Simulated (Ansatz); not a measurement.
Consider the following.

SiGe:
```cif
data_Ge2Si2
_chemical_formula_sum 'Si2 Ge2'
_space_group_name_H-M_alt 'P 1'
_space_group_IT_number 1
_cell_length_a 3.90087
_cell_length_b 3.90087
_cell_length_c 6.44245
_cell_angle_alpha 90.000
_cell_angle_beta 90.000
_cell_angle_gamma 120.000
loop_
_space_group_symop_operation_xyz
  'x, y, z'
loop_
_atom_site_label
_atom_site_type_symbol
_atom_site_fract_x
_atom_site_fract_y
_atom_site_fract_z
_atom_site_occupancy
Si1 Si 0.66667 0.33333 0.87456 1
Si2 Si 0.33333 0.66667 0.37456 1
Ge1 Ge 0.66667 0.33333 0.50044 1
Ge2 Ge 0.33333 0.66667 0.00044 1
```

This is the PBEsol-relaxed structure.

**Question.** All from PBEsol in the plane-wave PAW code Ansatz, unless another level is named. Estimate the electron effective mass.

**Answer.** 0.11, 1.2, 1.2 mₑ (principal values).

**Question.** Next, the smallest direct gap on the standard path?

**Answer.** 0.40 eV.

**Question.** Give the conduction-band minimum.

**Answer.** at M (3 equivalent valleys).

**Question.** Next, the weight of the valence-edge state by species (Voronoi cells)?

**Answer.** Ge 51 %, Si 49 %.

Space group P6_3mc (wurtzite). The workflow started from a Materials Project entry (that database holds measured and hypothetical structures alike); the Crystallography Open Database copy checked does not list it. Its standing as an ambient phase is unchecked. The cell was relaxed with PBEsol under the symmetry of its start; of distortions, only those at the zone centre were tested. Scalar-relativistic: spin–orbit coupling is off unless named, which matters more the heavier the elements.

Potentials: the later of the program's two PAW sets.
